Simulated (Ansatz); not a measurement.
ScPd₃N:
```yaml
crystal:
  lattice:
    - [4.14391, 0.00000, 0.00000]
    - [0.00000, 4.14391, 0.00000]
    - [0.00000, 0.00000, 4.14391]
  atoms:
    - { symbol: Sc, position: [0.00000, 0.00000, 0.00000] }
    - { symbol: Pd, position: [0.00000, 0.50000, 0.50000] }
    - { symbol: Pd, position: [0.50000, 0.00000, 0.50000] }
    - { symbol: Pd, position: [0.50000, 0.50000, 0.00000] }
    - { symbol: N, position: [0.50000, 0.50000, 0.50000] }
```

Relaxed with PBEsol. Special points in fractions of this cell's reciprocal vectors: Γ (0.000, 0.000, 0.000); X (0.000, 0.500, 0.000); M (0.500, 0.500, 0.000); R (0.500, 0.500, 0.500).

### Question
List the band energies nearest the Fermi level at these points for PBEsol (plane waves, PAW; program Ansatz).

### Answer
In eV from the Fermi level; about four levels below and three above (degenerate sets whole), none deeper than 8.9 eV; points with the same levels are listed once.

| k | below | above |
|---|---|---|
| Γ | -1.41 -1.28 -1.28 -1.28 | 1.41 1.41 1.53 |
| X | -2.22 -1.28 -1.08 -1.08 | 0.69 0.69 1.05 |
| M | -1.65 -0.37 -0.37 -0.29 | 0.32 0.94 0.94 |
| R | -1.47 -1.47 -1.47 -0.22 -0.22 -0.22 | 0.19 0.19 0.19 |

Space group Pm-3m (anti-perovskite). The start of the workflow was typed in or built on a structure type; neither database checked (COD, Materials Project) lists it. Its standing as an ambient phase is unchecked. The cell was relaxed with PBEsol under the symmetry of its start; phonons show weakly imaginary modes. The run is not spin-polarised. Scalar-relativistic: spin–orbit coupling is off unless named, which matters more the heavier the elements.

Potentials: the earlier of the program's two PAW sets. The files were generated under PBE; for other functionals the program regenerates the frozen cores, and for LDA and PBEsol the local potential too.
